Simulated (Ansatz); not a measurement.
LiF (zinc blende, F-43m), plane-wave PAW PBEsol (Ansatz code): ε∞ = 1.90, cell volume 20.04 Å³. Infrared-active transverse modes:

```json
[
 {"ω_TO (cm⁻¹)": "430.6", "oscillator strength S_xx (e²/amu)": "0.1906"}
]
```

Question: Compute the static dielectric constant.

Answer: Each mode adds (4.921e7/V) S/ω²: 2.52. So ε0 = 4.43.

Question: What LO frequency does the Lyddane–Sachs–Teller relation give?

Answer: ω_LO = ω_TO √(ε0/ε∞) = 657 cm⁻¹.

The start of the workflow was typed in or built on a structure type; neither database checked (COD, Materials Project) lists it. It is not the phase usual at ambient conditions (space group No. 225). The cell was relaxed with PBEsol under the symmetry of its start; phonons on a q-mesh show no instability.

Potentials: the later of the program's two PAW sets.
